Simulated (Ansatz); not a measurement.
WS2 in space group R3m (No. 160; W on 3a, S on 3a, S on 3a), plane-wave PAW r²SCAN+D4 (Ansatz code). The conduction-band minimum lies on the Γ–S0 line, 52 % of the way from Γ, with 6 equivalent valleys. Second derivatives d²E/dk² of the lowest band at one valley (eV·Å²), along Cartesian directions:

```json
[
 {"direction": "[100]", "d²E/dk²": "12.12"},
 {"direction": "[010]", "d²E/dk²": "12.42"},
 {"direction": "[001]", "d²E/dk²": "15.00"},
 {"direction": "[110]", "d²E/dk²": "12.09"},
 {"direction": "[101]", "d²E/dk²": "13.02"},
 {"direction": "[011]", "d²E/dk²": "13.40"}
]
```

Task: Find the principal effective masses, the density-of-states mass and the conductivity mass.

Result: Off-diagonal terms follow from H_xy = H[110] − (H_xx + H_yy)/2, and m*/mₑ = 7.620 eV·Å² over each eigenvalue: 0.50, 0.61, 0.64. One valley's DOS mass (m₁m₂m₃)^(1/3) = 0.58, conductivity mass 3/(Σ 1/mᵢ) = 0.58 mₑ.

Task: What effective density of states Nc follows at 300 K for parabolic valleys?

Result: Nc = 2.509e19 × 6 × (0.58)^(3/2) ≈ 6.7e19 cm⁻³.

The workflow started from a Materials Project entry (that database holds measured and hypothetical structures alike); the Crystallography Open Database files this formula in space group No. 160, but the cells were not matched. It is not the phase usual at ambient conditions (space group No. 194). Symmetry was held in the r²SCAN+D4 relaxation; whether a distortion lowers the energy is not shown. No spin polarisation was allowed. Spin–orbit coupling is left out wherever it is not named.

Potentials: the later of the program's two PAW sets.

Edges and masses are those of Kohn–Sham bands, whose gap is no quasiparticle gap.
